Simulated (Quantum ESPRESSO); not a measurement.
BaNaYWO₆, space group F-43m (No. 216):

```
CELL_PARAMETERS angstrom
      0.00000     4.20678     4.20678
      4.20678     0.00000     4.20678
      4.20678     4.20678     0.00000
ATOMIC_POSITIONS crystal
  Na 0.25000 0.25000 0.25000
  Ba 0.75000 0.75000 0.75000
  Y  0.50000 0.50000 0.50000
  W  0.00000 0.00000 0.00000
  O  0.76755 0.23245 0.23245
  O  0.76755 0.23245 0.76755
  O  0.23245 0.76755 0.76755
  O  0.23245 0.76755 0.23245
  O  0.76755 0.76755 0.23245
  O  0.23245 0.23245 0.76755
```
Geometry: a computed entry of the Materials Project; it was not checked against measured cells. It is BaNaYWO6 in F-43m; whether this form has been observed was not checked. Stability against distortions was not tested. Forces on the atoms reach 0.38 eV/Å at this level. The run has no spin polarisation.

```json
[
 {"site": "Na", "Wyckoff letter": "d", "site symmetry": "-43m"},
 {"site": "Ba", "Wyckoff letter": "c", "site symmetry": "-43m"},
 {"site": "Y", "Wyckoff letter": "b", "site symmetry": "-43m"},
 {"site": "W", "Wyckoff letter": "a", "site symmetry": "-43m"},
 {"site": "O", "Wyckoff letter": "f", "site symmetry": "2mm"}
]
```

Cores are frozen. Against all-electron runs on small test molecules, this scheme's |Vzz| missed by −2 to +6 % on O.

Where does symmetry force the field gradient to vanish or to be axial, and what does PBE PAW (JTH datasets; density from pw.x of a modified build of Quantum ESPRESSO, gradients reconstructed from it by a script) give?


```tsv
site	by symmetry	Vzz (a.u.)	η_Q
Na	vanishes (cubic site)	0	–
Ba	vanishes (cubic site)	0	–
Y	vanishes (cubic site)	0	–
W	vanishes (cubic site)	0	–
O	η is free	-0.122	0.12
```
